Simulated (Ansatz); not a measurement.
B$_{2}$Ir:
```xyz
6
Lattice="3.0688 0.0000 0.0000 -1.5344 2.6577 0.0000 0.0000 0.0000 7.0534" Properties=species:S:1:pos:R:3 pbc="T T T"
Ir     1.5344     0.8859     5.2901
Ir     0.0000     1.7718     1.7634
B      1.5344     0.8859     3.1097
B      0.0000     1.7718     3.9437
B      0.0000     1.7718     6.6364
B      1.5344     0.8859     0.4170
```

Relaxed with PBE. Special points in fractions of this cell's reciprocal vectors: Γ (0.000, 0.000, 0.000); M (0.500, 0.000, 0.000); K (0.333, 0.333, 0.000); A (0.000, 0.000, 0.500); L (0.500, 0.000, 0.500); H (0.333, 0.333, 0.500).

Q: List the band energies nearest the Fermi level at these points for plane-wave PAW PBE with spin–orbit coupling (Ansatz code).

A: In eV from the Fermi level; about four levels below and three above (degenerate sets whole), none deeper than 8.9 eV; points with the same levels are listed once.

```
k                    below                above
-  -----------------------  -------------------
Γ  -3.06 -3.06 -2.62 -2.62  1.22 1.22 1.33 1.33
M  -1.26 -1.26 -0.84 -0.84  0.09 0.09 0.46 0.46
K  -1.35 -1.35 -1.31 -1.31  1.26 1.26 1.86 1.86
A  -3.49 -3.49 -3.49 -3.49  2.13 2.13 2.13 2.13
L  -1.43 -1.43 -1.43 -1.43  0.21 0.21 0.21 0.21
H  -0.90 -0.90 -0.83 -0.83  1.96 1.96 2.42 2.42
```

Space group P6_3/mmc. The start of the workflow was typed in or built on a structure type; neither database checked (COD, Materials Project) lists it. Whether it is the stable phase at ambient conditions was not checked. Symmetry was held in the PBE relaxation; its stability against distortions is not shown here. The run is not spin-polarised.

Potentials: the earlier of the program's two PAW sets.
